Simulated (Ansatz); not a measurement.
## Course of a relaxation: Ge2Sb2Se

The guess for Ge2Sb2Se was made by a generator: random cell by space group and Wyckoff sites (P-3m1, No. 164). The dimensions are guesses.

```yaml
crystal:
  lattice:
    - [4.41719, 0.00000, 0.00000]
    - [-2.20859, 3.82540, 0.00000]
    - [0.00000, 0.00000, 7.95820]
  atoms:
    - { symbol: Ge, position: [0.00000, 0.00000, 0.27953] }
    - { symbol: Ge, position: [0.00000, 0.00000, 0.72047] }
    - { symbol: Sb, position: [0.33333, 0.66667, 0.19662] }
    - { symbol: Sb, position: [0.66667, 0.33333, 0.80338] }
    - { symbol: Se, position: [0.00000, 0.00000, 0.50000] }
```

Level of theory: Ansatz, DFT PBE, scalar-relativistic, plane waves, PAW. Cutoff 420 eV, Gaussian smearing, Γ-centred meshes. Cell and atoms relax first on a coarse mesh and then on a finer one. In between, the cell is made exact in the group found at 0.06 Å. In metals the finer mesh still leaves noise of several meV/atom or more. The steps can't lower the symmetry of their start. No spin polarisation.

Steps on the 6×6×2 mesh (5 atoms, 13 steps). The free energy counts from the last step; some steps are skipped; the plane-wave basis is renewed at times, which shifts energy and pressure.

| step | ΔF (meV/atom) | V (Å³/atom) | P (GPa) | largest force component (eV/Å) |
| --- | --- | --- | --- | --- |
| 1 | 2328.6 | 26.89 | 40.15 | 22.482 |
| 2 | 821.4 | 28.09 | 18.09 | 6.732 |
| 4 | 115.8 | 30.55 | 3.45 | 1.512 |
| 5 | 30.2 | 31.70 | -0.19 | 0.676 |
| 6 | 17.3 | 30.19 | 0.91 | 0.426 |
| 8 | 7.8 | 30.77 | -0.33 | 0.021 |
| 9 | 2.6 | 30.77 | -0.02 | 0.015 |
| 10 | 1.3 | 30.66 | 0.00 | 0.059 |
| 12 | 0.0 | 30.44 | 0.11 | 0.006 |
| 13 | 0.0 | 30.44 | 0.11 | 0.006 |

The relaxed structure, after a last relaxation on the converged mesh:

```yaml
crystal:
  lattice:
    - [4.27384, 0.00000, 0.00000]
    - [-2.13692, 3.70126, 0.00000]
    - [0.00000, 0.00000, 9.60450]
  atoms:
    - { symbol: Ge, position: [0.00000, 0.00000, 0.25000] }
    - { symbol: Ge, position: [0.00000, 0.00000, 0.75000] }
    - { symbol: Sb, position: [0.33333, 0.66667, 0.11997] }
    - { symbol: Sb, position: [0.66667, 0.33333, 0.88003] }
    - { symbol: Se, position: [0.00000, 0.00000, 0.50000] }
```

The symmetry stays P-3m1 (No. 164). The volume per atom grows by 13.0 %, from 26.9 to 30.4 Å³. The shortest distance goes from 1.75 Å (Ge–Se) to 2.40 Å (Ge–Se). The ratio c/a of the conventional cell changes by a factor of 1.25. The energy falls by about 2.3 eV/atom (the start's value is from the coarse mesh). Ge is surrounded by 1 Se at 2.40 Å and 3 Sb at 2.77 Å; Sb has 3 Ge at 2.77 Å and 3 Sb at 3.38 Å; Se has 2 Ge at 2.40 Å.

For Ge2Sb2Se, the volume per atom is 30.39 Å³. The density is 5.11 g/cm³, the energy over the elements is +0.17 eV/atom and the gap on the 12×12×4 mesh of the 5-atom cell is 0 eV (a metal).

Energies over the elements count from the elements' standard structures at the same level, with no fitted energy shifts.

The last run used Gaussian smearing of 0.10 eV. Spin–orbit coupling, which can matter for Sb, is left out. The reference form of Se is held partly by dispersion forces, which this level lacks. A structure relaxed within its symmetry needn't be a true minimum. In all, the 3 runs took 2.5 min on 1 thread of Intel(R) Xeon(R) 6975P-C (Granite Rapids) (shared host). Another cell of Ge2Sb2Se relaxed alike, in P-3m1, lies 74 meV/atom lower, so this cell isn't the stable form at this level.
